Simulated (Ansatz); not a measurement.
A relaxed cell of MgSe (P6₃mc (No. 186)), relaxed on a k-mesh at least as fine as the one used below. The numbers are results of r2SCAN (plane waves to 500 eV, PAW, scalar-relativistic; Ansatz, an electronic-structure program), not measurements. Γ-centred k-mesh 9×9×3 on the run's cell, Fermi–Dirac smearing 0.05 eV.

```
CELL_PARAMETERS angstrom
      4.21301     0.00000     0.00000
     -2.10650     3.64857     0.00000
      0.00000     0.00000    13.68489
ATOMIC_POSITIONS crystal
  Mg 0.00000 0.00000 0.00092
  Mg 0.00000 0.00000 0.50092
  Mg 0.66667 0.33333 0.75022
  Mg 0.33333 0.66667 0.25022
  Se 0.00000 0.00000 0.81244
  Se 0.00000 0.00000 0.31244
  Se 0.66667 0.33333 0.56205
  Se 0.33333 0.66667 0.06205
```

The atoms are displaced by (Å):

```json
[
 {"atom": "Mg1", "ux": "0.010", "uy": "-0.051", "uz": "-0.014"},
 {"atom": "Mg2", "ux": "0.000", "uy": "0.024", "uz": "0.011"},
 {"atom": "Mg3", "ux": "0.075", "uy": "-0.104", "uz": "-0.070"},
 {"atom": "Mg4", "ux": "0.138", "uy": "-0.041", "uz": "0.047"},
 {"atom": "Se5", "ux": "0.038", "uy": "-0.049", "uz": "-0.073"},
 {"atom": "Se6", "ux": "0.013", "uy": "0.009", "uz": "0.103"},
 {"atom": "Se7", "ux": "-0.043", "uy": "-0.055", "uz": "-0.110"},
 {"atom": "Se8", "ux": "-0.110", "uy": "0.047", "uz": "0.002"}
]
```

Task: What forces (eV/Å) and pressure result?

Result: 
| atom | Fx | Fy | Fz |
|---|---|---|---|
| Mg1 | -0.74 | 0.52 | -0.26 |
| Mg2 | -0.31 | -0.43 | 0.17 |
| Mg3 | -0.24 | 0.27 | -0.17 |
| Mg4 | -0.55 | 0.17 | -0.08 |
| Se5 | 0.17 | -0.24 | 0.24 |
| Se6 | 0.46 | -0.15 | -0.76 |
| Se7 | 0.36 | 0.43 | 0.61 |
| Se8 | 0.85 | -0.55 | 0.26 |

Pressure +0.3 GPa.

Task: Estimate the energy cost of the displacement in the harmonic approximation and compare with the calculation.

Result: For a harmonic well ΔE = −½ Σ F·u = 0.228 eV a cell, or 29 meV/atom. The calculated energy relative to the undisplaced cell is +28 meV/atom, so the harmonic estimate holds well.

No spin polarisation in the result.

The run that gave the undisplaced cell could not lose the symmetry of its start; a randomly shaken copy of 8 atoms returns to this structure.

The first start was generated by placing the elements on the sites of a structure type. Materials Project lists a structure of MgSe in the same space group, P6₃mc (No. 186); the sites were not compared with it, nor with measured phases. Known forms of MgSe include space group No. 225.
